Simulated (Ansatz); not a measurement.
The elements of this relaxed trial crystal are hidden behind letters.

```
lattice vectors (Å)
   5.4708    0.0000    0.0000
   0.0000    5.4708    0.0000
   0.0000    0.0000    5.4708
fractional positions
X 0.5000 0.5000 0.5000
Z 0.5000 0.0000 0.0000
Z 0.0000 0.5000 0.0000
Z 0.0000 0.0000 0.5000
Q 0.0000 0.5000 0.5000
Q 0.5000 0.0000 0.5000
Q 0.5000 0.5000 0.0000
Q 0.0000 0.0000 0.0000
```

Computed with Ansatz, DFT PBE, scalar-relativistic, plane waves, PAW. Settings of the last relaxation (8-atom cell): 420 eV, 8×8×8 k points, Gaussian smearing of 0.10 eV, no spin polarisation.

* Space group: Pm-3m (No. 221)
* Conventional cell: a = 5.471 Å
* Volume per atom: 20.47 Å³
* Density: 6.09 g/cm³
* Formation energy: −0.24 eV/atom
* Gap on the 8×8×8 mesh of the 8-atom cell: 0 eV (a metal)

Energies are uncorrected and count from the elements' standard states at the same level.

**Question.** X is a d-block element of period 5, Z is a p-block element of period 4 and Q is a p-block element of period 4. Which elements are they?

**Answer.** X = Zr, Z = Ga, Q = As, so the formula is ZrGa3As4. Density times volume gives a mean mass of 6.09 × 20.47/1.6605 = 75.1 u per atom, and this set has 75.0 u. Around Zr lie 6 As at 2.74 Å; Ga has 6 As at 2.74 Å; As on a site of symmetry 4/mmm has 2 Zr at 2.74 Å and 4 Ga at 2.74 Å; 1 more site not described. Other sets within the hints have nearly the same mass, so mass alone doesn't settle it; this one was computed.

A structure relaxed within its symmetry needn't be a true minimum.
